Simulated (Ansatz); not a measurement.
A: HgTe (zinc blende), a = b = c = 6.6507 Å, α = β = γ = 90.00°
B: Li (bcc, W type), a = b = c = 3.4352 Å, α = β = γ = 90.00°
C: Cu₂O (cuprite type, space group Pn-3m), a = b = c = 4.298 Å, α = β = γ = 90.00°

Scan: energy against volume (even scaling of the relaxed cell, symmetry kept). One method and one kind of scan serve all of them; meshes and ranges differ. All were relaxed with their symmetry unable to fall. At this level the bands of HgTe touch or barely overlap. Cu2O is run without spin polarisation. Spin-orbit coupling is left out. The relaxed volume of HgTe is well above the measured one; the method has no dispersion term.

### Question
Put the candidates in order of bulk modulus (fitted), highest first, for PBE (plane waves to 420 eV, PAW, scalar-relativistic; Ansatz, a program for electronic structure).

### Answer
C (112 GPa), A (34.2 GPa), B (13.9 GPa)

(A scan under strain: stresses follow from slopes of the energy per volume, elastic moduli from its curvatures.)
